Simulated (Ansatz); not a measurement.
HgS:
```yaml
crystal:
  lattice:
    - [0.00000, 2.99574, 2.99574]
    - [2.99574, 0.00000, 2.99574]
    - [2.99574, 2.99574, 0.00000]
  atoms:
    - { symbol: Hg, position: [0.00000, 0.00000, 0.00000] }
    - { symbol: S, position: [0.75000, 0.75000, 0.75000] }
```

Relaxed with PBE. Special points in fractions of this cell's reciprocal vectors: Γ (0.000, 0.000, 0.000); X (0.500, 0.000, 0.500); U (0.625, 0.250, 0.625); K (0.375, 0.375, 0.750); L (0.500, 0.500, 0.500); W (0.500, 0.250, 0.750).

Question: List the band energies nearest the Fermi level at these points for the program Ansatz at the PBE level (PAW).

Answer: In eV from the Fermi level; about four levels below and three above (degenerate sets whole), none deeper than 8.9 eV; … stands for higher levels left out; points with the same levels are listed once.

```
k                    below           above
-  -----------------------  --------------
Γ  -0.56 -0.02 -0.02 -0.02               …
X  -5.55 -4.56 -2.06 -2.06  3.11 3.56 8.38
U  -5.37 -4.75 -2.56 -1.67  3.20 4.73 8.03
L  -5.58 -5.04 -0.87 -0.87     1.55 6.75 …
W  -5.28 -4.79 -2.46 -2.10  3.59 5.34 6.67
```

Space group F-43m (zinc blende). Symmetry was held in the PBE relaxation. The Fermi level of a semimetal is unsure by some 0.05 eV on such meshes. Spin–orbit coupling is left out wherever it is not named.

Potentials: the later of the program's two PAW sets.
